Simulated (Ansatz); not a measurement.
Consider the following.

V₃Si:
```xyz
8
Lattice="4.7013 0.0000 0.0000 0.0000 4.7013 0.0000 0.0000 0.0000 4.7013" Properties=species:S:1:pos:R:3 pbc="T T T"
Si     0.0000     0.0000     0.0000
Si     2.3507     2.3507     2.3507
V      1.1753     0.0000     2.3507
V      2.3507     3.5260     0.0000
V      3.5260     0.0000     2.3507
V      2.3507     1.1753     0.0000
V      0.0000     2.3507     3.5260
V      0.0000     2.3507     1.1753
```
The run is spin-polarised; directions of the spins, atom by atom: 0 0 0 0 0 0 0 0.

This is the PBE-relaxed structure.

**Question.** All from the program Ansatz at the PBE level (PAW), unless another level is named. Estimate the Young's modulus.

**Answer.** 209 GPa.

**Question.** What about the elastic constants (relaxed ions, GPa)?

**Answer.** C11 = 302, C12 = 138, C44 = 77.6.

Space group Pm-3n (A15 (Cr3Si type)). The cell was relaxed with PBE under the symmetry of its start. Spin order of the final state: ferromagnetic, the only order run, not a proven ground state. As this level gives no gap, shear constants depend on the k-mesh and smearing (Fermi–Dirac, 0.1 eV here).

Potentials: the later of the program's two PAW sets.
